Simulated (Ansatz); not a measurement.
SnS$_{2}$ (CdI2 type)

```yaml
crystal:
  lattice:
    - [3.66945, 0.00000, 0.00000]
    - [-1.83473, 3.17784, 0.00000]
    - [0.00000, 0.00000, 5.80763]
  atoms:
    - { symbol: Sn, position: [0.00000, 0.00000, 0.00000] }
    - { symbol: S, position: [0.33333, 0.66667, 0.25455] }
    - { symbol: S, position: [0.66667, 0.33333, 0.74545] }
```

This relaxed cell (volume V₀) is scaled evenly in all directions, its shape held. The atoms relax within the cell's symmetry.

Level of theory: PBE-D3(BJ) (plane waves to 420 eV, PAW, scalar-relativistic; Ansatz, a program for electronic structure). k mesh 10×10×6 (Γ-centred), Fermi-Dirac smearing 0.05 eV. E stands for the smeared free energy. Stress and pressure are positive under compression. With the shape held, the modulus is that of even scaling; a crystal free to change shape is softer. SnS2 was relaxed with its symmetry unable to fall. The PAW data are Ansatz's earlier set. ΔE is measured from the relaxed starting cell.

```json
[
 {"V (Å³/atom)": "21.220", "ΔE (meV/atom)": "withheld"},
 {"V (Å³/atom)": "21.558", "ΔE (meV/atom)": "6.9"},
 {"V (Å³/atom)": "21.897", "ΔE (meV/atom)": "3.0"},
 {"V (Å³/atom)": "22.235", "ΔE (meV/atom)": "0.7"},
 {"V (Å³/atom)": "22.574", "ΔE (meV/atom)": "0.0"},
 {"V (Å³/atom)": "22.913", "ΔE (meV/atom)": "0.7"},
 {"V (Å³/atom)": "23.251", "ΔE (meV/atom)": "2.7"},
 {"V (Å³/atom)": "23.590", "ΔE (meV/atom)": "5.8"},
 {"V (Å³/atom)": "23.929", "ΔE (meV/atom)": "10.1"}
]
```

Fit a third-order Birch-Murnaghan form (E₀, V₀, B₀, B₀′ free) to the given rows and predict ΔE at V = 21.220.

Least squares on the 8 given rows: ΔE = E₀ + (9V₀B₀/16)·y²·[2 + (B₀′ − 4)y], y = (V₀/V)^(2/3) − 1, with V₀ = 22.573 Å³/atom, B₀ = 44.37 GPa (160.2 GPa = 1 eV/Å³; the term in eV is multiplied by 1000), B₀′ = 4.77, E₀ = 0.00 meV/atom; root-mean-square residual 0.02 meV/atom. At 21.220 the fit gives 12.6 meV/atom; the calculation gives 12.7 meV/atom, so the extrapolation is off by -0.1 (-0.8 %). For the pressure the fit gives 3.18 GPa against the computed 3.18 GPa.

(Under strain, the slope of the energy per volume gives the stress and its curvature an elastic modulus.)
